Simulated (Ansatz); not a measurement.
## Stability checks on a candidate for Ta3W2

It was reached by relaxing an invented guess, and it needn't be the stable form of this composition.

Computed with DFT PBE, scalar-relativistic, plane waves, PAW in Ansatz. Cutoff 420 eV, Γ-centred 14×14×14 mesh (5-atom cell), Gaussian smearing of 0.10 eV, no spin polarisation.

```yaml
crystal:
  lattice:
    - [0.00000, 2.32260, 11.48142]
    - [1.62103, 0.00000, 11.48142]
    - [1.62103, 2.32260, 0.00000]
  atoms:
    - { symbol: Ta, position: [0.89606, 0.89606, 0.10394] }
    - { symbol: Ta, position: [0.50000, 0.50000, 0.50000] }
    - { symbol: Ta, position: [0.10394, 0.10394, 0.89606] }
    - { symbol: W, position: [0.70278, 0.70278, 0.29722] }
    - { symbol: W, position: [0.29722, 0.29722, 0.70278] }
```

Energies over the elements count from the elements' standard structures at the same level, with no fitted energy shifts.

Task: These tests were run: energy against the elements; random kick, then relaxation without symmetry; phonons at Γ; elastic tensor. What do they show?

Result:

```csv
test,result
energy against the elements,−0.03 eV/atom
"random kick, then relaxation without symmetry",returns
phonons at Γ,lowest optical mode 65 cm⁻¹
elastic tensor,least eigenvalue 69 GPa
```

It fails none of these tests. Other phases of the system weren't compared here, so this isn't yet thermodynamic stability. Phonons away from Γ weren't computed.

For metals, differences of a few meV/atom aren't resolved. Spin–orbit coupling, which can matter for Ta and W, is left out. The kick test ran on a coarse mesh. The run for the phonons used a 14×14×14 k mesh and Fermi–Dirac smearing of 0.15 eV. The run for the elastic tensor used a 14×14×14 k mesh and Fermi–Dirac smearing of 0.15 eV.
